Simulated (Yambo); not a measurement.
Yambo run on RhAgO2 (space group R-3m, No. 166). The wavefunctions are norm-conserving PBEsol (Quantum ESPRESSO, 88 Ry, without SOC) ones on a 4×4×4 mesh (24 occupied bands); a = b = c = 6.4373 Å, α = β = γ = 27.44°.

Yambo input:

```
rim_cut
HF_and_locXC
RandQpts= 1000000
RandGvec= 1 Ry
EXXRLvcs= 88 Ry
VXCRLvcs= 352 Ry
% QPkrange
 1 | 1 | 24 | 25 |
 3 | 3 | 24 | 25 |
 7 | 7 | 24 | 25 |
 11 | 11 | 24 | 25 |
 13 | 13 | 24 | 25 |
%
```

k points by index: 1 = Γ, 3 = L, 7 = F, 11 = (0.25, -0.5, -0.5), 13 = Z.

Table of the .hf output:

```
#    K-point    Band    Eo [eV]    Ehf [eV]    Vxc [eV]    Vnlxc [eV]
#
    1    24    -0.986070    -4.917515    -20.20176    -24.13320
    1    25    1.452485    3.989545    -20.32717    -17.79011
    3    24    -0.404301    -5.771762    -22.62585    -27.99332
    3    25    2.171219    7.339208    -22.04749    -16.87950
    7    24    -0.254816    -5.153726    -22.72815    -27.62706
    7    25    2.146316    7.238214    -22.61411    -17.52221
    11    24    -0.079959    -4.782453    -22.56558    -27.26807
    11    25    0.762502    4.365640    -20.86215    -17.25901
    13    24    0.000000    -4.395229    -21.88356    -26.27879
    13    25    2.156993    5.647489    -20.70080    -17.21031
```
Exchange alone, without screening.

Geometry relaxed with PBEsol.

The structure is a Materials Project entry; no match was found in the copy of COD used, and its stability was not checked.
